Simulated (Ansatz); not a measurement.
A relaxed cell of Na3HfO is given with its symmetry left out. The cell was found from a structure generator's guess, not taken from experiment.

Method: Ansatz 0.2.0, DFT PBE, scalar-relativistic, plane waves, PAW. Cutoff 420 eV, Γ-centred mesh, Gaussian smearing, no spin polarisation.

```
Na Hf O
1.0
     6.66324    0.00000    0.00000
    -3.33162    5.77053    0.00000
     0.00000    0.00000    3.92814
Na Hf O
3 1 1
Direct
  0.50000 0.00000 0.50000
  0.00000 0.50000 0.50000
  0.50000 0.50000 0.50000
  0.00000 0.00000 0.00000
  0.00000 0.00000 0.50000
```

Energies over the elements count from the elements' standard structures at the same level (O₂ as a molecule), with no fitted energy shifts.

Question: What space group does it have?

Answer: P6/mmm (No. 191). Conventional cell: a = 6.663 Å, c = 3.928 Å. Na has 4 Na at 3.33 Å, 2 O at 3.33 Å, 4 Hf at 3.87 Å and 2 Na at 3.93 Å; Hf is surrounded by 2 O at 1.96 Å, 12 Na at 3.87 Å and 2 Hf at 3.93 Å; O is surrounded by 2 Hf at 1.96 Å and 6 Na at 3.33 Å.

Question: How far does it lie from the elements in energy?

Answer: −0.49 eV/atom. It lies below the elements, which doesn't yet make it stable against other compounds or structures.

Question: Is it a metal?

Answer: Yes, bands cross the Fermi level on the 6×6×10 mesh.

The last run used a 6×6×10 mesh (in the run's order of axes) for its 5-atom cell and Gaussian smearing of 0.10 eV. These runs have no spin–orbit coupling, which can matter for Hf. The cell is a metal run without spin; a magnetic state may lie lower. Symmetry constrained the relaxation, so the result can be a saddle point.
